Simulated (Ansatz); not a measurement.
**Computed properties of TiC**

TiC:
```xyz
4
Lattice="3.5827 0.0000 0.0000 -1.7913 3.1027 0.0000 0.0000 0.0000 4.2492" Properties=species:S:1:pos:R:3 pbc="T T T"
Ti     0.0000     2.0685     1.0623
Ti     1.7913     1.0342     3.1869
C      0.0000     2.0685     3.1869
C      1.7913     1.0342     1.0623
```

Space group P6_3/mmc (No. 194); conventional cell a = b = 3.583 Å, c = 4.249 Å, α = β = 90.00°, γ = 120.00°.

Method: DFT-PBEsol in the program Ansatz with PAW potentials. Geometry: relaxed at this level of theory. Other levels are named where they apply.

### Cell and energy

```
Item                                                          Result
-----------------------------------------------------  -------------
Volume per atom                                             11.81 Å³
Density                                                   4.21 g/cm³
Formation energy from the elements (no fitted shifts)  -0.61 eV/atom
```

### Electronic structure

```
Quantity                                                                    Result
------------------------------------  --------------------------------------------
Electronic character                                             metallic (no gap)
Density of states at the Fermi level  0.11 states/eV per atom (mean over ±0.08 eV)
```

### Mechanics

```
Quantity                                                                                       Value
--------------------------------------------  ------------------------------------------------------
Bulk modulus (Birch–Murnaghan fit)                                                           205 GPa
Pressure derivative B′                                                                           4.0
Elastic constants (relaxed ions, GPa)         C11 = 268, C12 = 216, C13 = 90.8, C33 = 555, C44 = 147
Mechanical stability                                          stable (all eigenvalues of C positive)
Hill bulk and shear moduli                                                          207 and 81.3 GPa
Young's modulus                                                                              216 GPa
Poisson's ratio                                                                                 0.33
Debye temperature from the elastic constants                                                   644 K
```

### Phonons

```
Item                                            Value
-----------------------------  ----------------------
Highest zone-centre frequency                613 cm⁻¹
Zone-centre stability          no imaginary mode at Γ
```

The start of the workflow was typed in or built on a structure type; neither database checked (COD, Materials Project) lists it. It is not the phase usual at ambient conditions (space group No. 225). Symmetry was held in the PBEsol relaxation. No spin polarisation was allowed. The volume moved by -17 % from the start of the relaxation. As this level gives no gap, shear constants depend on the k-mesh and smearing (Fermi–Dirac, 0.1 eV here). As this level gives no gap, phonon frequencies hold no LO–TO term and depend on the k-mesh and smearing (Fermi–Dirac, 0.1 eV here). The references are the lowest solids computed at this level, not always the standard phases.

Potentials: the later of the program's two PAW sets.
